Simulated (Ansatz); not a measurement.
Guessed and relaxed cells of InBS3

The cell of InBS3 is invented: perovskite family, tilts a-a-a- (R-3c, No. 167) (A site In; B site B; X site S). The dimensions are guesses.

start.xyz

```xyz
10
Lattice="3.1118 1.7966 5.0815 -3.1118 1.7966 5.0815 0.0000 -3.5931 5.0815" Properties=species:S:1:pos:R:3 pbc="T T T"
In    0.0000    0.0000   11.4333
In    0.0000    0.0000    3.8111
B     0.0000    0.0000    7.6222
B     0.0000    0.0000    0.0000
S     1.7430   -0.5741    8.8926
S    -0.3743    1.7966    8.8926
S    -1.3687   -1.2224    8.8926
S    -1.7430    0.5741    6.3518
S     0.3743   -1.7966    6.3518
S     1.3687    1.2224    6.3518
```

All numbers below come from DFT PBE, scalar-relativistic, plane waves, PAW (Ansatz 0.2.0). Cutoff 420 eV, Gaussian smearing, Γ-centred meshes. Cell and atoms relax first on a coarse mesh and then on a finer one. In between, the cell is made exact in the group found at 0.06 Å. In metals the finer mesh still leaves noise of several meV/atom or more. The steps can't lower the symmetry of their start. No spin polarisation.

end.xyz

```xyz
10
Lattice="3.0490 1.7604 5.0698 -3.0490 1.7604 5.0698 0.0000 -3.5207 5.0698" Properties=species:S:1:pos:R:3 pbc="T T T"
In    0.0000    0.0000   11.4071
In    0.0000    0.0000    3.8024
B     0.0000    0.0000    7.6047
B     0.0000    0.0000    0.0000
S     1.8072   -0.3905    8.8722
S    -0.5654    1.7604    8.8722
S    -1.2418   -1.3698    8.8722
S    -1.8072    0.3905    6.3373
S     0.5654   -1.7604    6.3373
S     1.2418    1.3698    6.3373
```

The symmetry stays R-3c (No. 167). The volume per atom shrinks by 4.2 %, from 17.0 to 16.3 Å³. The shortest distance goes from 2.23 Å (B–S) to 2.24 Å (B–S). The energy falls by about 0.10 eV/atom (the start's value is from the coarse mesh).

```json
{
 "Volume per atom": "16.33 Å³",
 "Density": "4.51 g/cm³",
 "Formation energy": "+0.25 eV/atom",
 "Gap on the 6×6×6 mesh of the 10-atom cell": "0 eV (the bands overlap slightly)"
}
```

The zero of energy is the elements' standard structures at the same level; no fitted shifts are applied. A positive value: parting into the elements would lower its energy.

The last run used Gaussian smearing of 0.10 eV. The zero gap may come from the functional, which often closes small gaps, or the cell may be a true semimetal. The reference form of S is held partly by dispersion forces, which this level lacks. Symmetry constrained the relaxation, so the result can be a saddle point. In all, the 3 runs took 82 s on 1 thread of Arm Neoverse V2, with other jobs on the host.
